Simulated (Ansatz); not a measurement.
MoTe2 in the 2H-MoS2 structure, relaxed with r2SCAN+rVV10 in Ansatz 0.2.0. It is hexagonal, P6_3/mmc (No. 194); conventional cell a = 3.542 Å, c = 14.177 Å, 25.67 Å³ an atom. Mo is surrounded by 6 Te at 2.72 Å; Te is surrounded by 3 Mo at 2.72 Å.

The axes x, y and z are those of this cell:
```
Mo Te
1.0
     3.54213    0.00000    0.00000
    -1.77107    3.06758    0.00000
     0.00000    0.00000   14.17667
Mo Te
2 4
Cartesian
  0.0000 2.0451 3.5442
  1.7711 1.0225 10.6325
  1.7711 1.0225 5.3387
  1.7711 1.0225 1.7496
  0.0000 2.0451 12.4271
  0.0000 2.0451 8.8380
```

Unstrained: With PBE the valence top lies at Γ and the conduction bottom at Γ–K (0.59 of the way from Γ), 0.772 eV higher; the smallest vertical gap, at K, is 1.002 eV. r2SCAN gives an indirect gap of 0.884 eV, from Γ to Γ–K (0.59 of the way from Γ); the least direct gap is 1.084 eV at K. HSE06 gives an indirect gap of 1.186 eV, from Γ to Γ–K (0.59 of the way from Γ); the least direct gap is 1.409 eV at K. With r2SCAN+SOC the valence top lies at Γ and the conduction bottom at Γ–K (0.59 of the way from Γ), 0.870 eV higher; the smallest vertical gap, at K, is 1.009 eV. Meshes: PBE 12×12×2, r2SCAN 12×12×2, HSE06 6×6×2, r2SCAN+SOC 12×12×2. Strains are changes of length per length. After each strain the atoms were relaxed again with r2SCAN+rVV10 in this cell and within any symmetry left, so distortions that break it or need a larger cell weren't tested; points keep the names that they have in the unstrained zone. Non-magnetic throughout; all numbers are computed.

(1) Estimate what uniaxial +1.0 % along z, other directions held does to the gap.

(2) Apply uniaxial +2.0 % along z, other directions held. How far does the gap move, against the unstrained cell?

(3) Estimate what uniaxial -3.0 % along z, other directions held does to the gap.

(4) Apply uniaxial +4.0 % along z, other directions held. How far does the gap move, against the unstrained cell?

(5) Apply uniaxial -2.0 % along z, other directions held. How far does the gap move, against the unstrained cell?

(6) Apply uniaxial -1.0 % along z, other directions held. How far does the gap move, against the unstrained cell?

(7) Estimate what uniaxial +3.0 % along z, other directions held does to the gap.

(8) Apply uniaxial -4.0 % along z, other directions held. How far does the gap move, against the unstrained cell?

(9) Order the strained cells by their r2SCAN+SOC gap, smallest first.
A. uniaxial +4.0 % along z, other directions held
B. uniaxial +1.0 % along z, other directions held
C. uniaxial -3.0 % along z, other directions held
D. uniaxial -4.0 % along z, other directions held
E. uniaxial +3.0 % along z, other directions held
F. uniaxial -1.0 % along z, other directions held
G. uniaxial -2.0 % along z, other directions held
H. uniaxial +2.0 % along z, other directions held

## Answers

(1) PBE: the gap goes from 0.772 to 0.823 eV (+0.050 eV). r2SCAN: the gap goes from 0.884 to 0.935 eV (+0.051 eV). HSE06: the gap goes from 1.186 to 1.244 eV (+0.058 eV). r2SCAN+SOC: the gap goes from 0.870 to 0.917 eV (+0.047 eV); the edges go from Γ → Γ–K (0.59) to K → Γ–K (0.59).

(2) PBE: the gap goes from 0.772 to 0.871 eV (+0.099 eV). r2SCAN: the gap goes from 0.884 to 0.984 eV (+0.100 eV). HSE06: the gap goes from 1.186 to 1.279 eV (+0.093 eV); the edges go from Γ → Γ–K (0.59) to K → Γ–K (0.59). r2SCAN+SOC: the gap goes from 0.870 to 0.930 eV (+0.060 eV); the edges go from Γ → Γ–K (0.59) to K → Γ–K (0.59).

(3) PBE: the gap goes from 0.772 to 0.609 eV (-0.164 eV). r2SCAN: the gap goes from 0.884 to 0.716 eV (-0.168 eV). HSE06: the gap goes from 1.186 to 0.997 eV (-0.189 eV). r2SCAN+SOC: the gap goes from 0.870 to 0.706 eV (-0.164 eV).

(4) PBE: the gap goes from 0.772 to 0.914 eV (+0.141 eV); the edges go from Γ → Γ–K (0.59) to K → Γ–K (0.59). r2SCAN: the gap goes from 0.884 to 1.016 eV (+0.132 eV); the edges go from Γ → Γ–K (0.59) to K → Γ–K (0.59). HSE06: the gap goes from 1.186 to 1.317 eV (+0.131 eV); the edges go from Γ → Γ–K (0.59) to K → Γ–K (0.59). r2SCAN+SOC: the gap goes from 0.870 to 0.955 eV (+0.085 eV); the edges go from Γ → Γ–K (0.59) to K → Γ–K (0.59).

(5) PBE: the gap goes from 0.772 to 0.665 eV (-0.107 eV). r2SCAN: the gap goes from 0.884 to 0.775 eV (-0.109 eV). HSE06: the gap goes from 1.186 to 1.062 eV (-0.124 eV). r2SCAN+SOC: the gap goes from 0.870 to 0.763 eV (-0.107 eV).

(6) PBE: the gap goes from 0.772 to 0.720 eV (-0.052 eV). r2SCAN: the gap goes from 0.884 to 0.831 eV (-0.053 eV). HSE06: the gap goes from 1.186 to 1.126 eV (-0.060 eV). r2SCAN+SOC: the gap goes from 0.870 to 0.818 eV (-0.052 eV).

(7) PBE: the gap goes from 0.772 to 0.898 eV (+0.125 eV); the edges go from Γ → Γ–K (0.59) to K → Γ–K (0.59). r2SCAN: the gap goes from 0.884 to 1.001 eV (+0.117 eV); the edges go from Γ → Γ–K (0.59) to K → Γ–K (0.59). HSE06: the gap goes from 1.186 to 1.299 eV (+0.113 eV); the edges go from Γ → Γ–K (0.59) to K → Γ–K (0.59). r2SCAN+SOC: the gap goes from 0.870 to 0.943 eV (+0.073 eV); the edges go from Γ → Γ–K (0.59) to K → Γ–K (0.59).

(8) PBE: the gap goes from 0.772 to 0.550 eV (-0.223 eV). r2SCAN: the gap goes from 0.884 to 0.655 eV (-0.229 eV). HSE06: the gap goes from 1.186 to 0.928 eV (-0.258 eV). r2SCAN+SOC: the gap goes from 0.870 to 0.646 eV (-0.224 eV).

(9) D (0.65 eV), C (0.71 eV), G (0.76 eV), F (0.82 eV), B (0.92 eV), H (0.93 eV), E (0.94 eV), A (0.95 eV).

Only the levels marked +SOC include spin-orbit coupling.

Where an edge lies off the special points, it is a point of the mesh or the k point where a search put PBE's edge or least direct gap, reused for the other functionals, whose own edges may lie a little apart.

The meshes of the hybrids are coarse, so their gaps aren't converged to the digits shown.
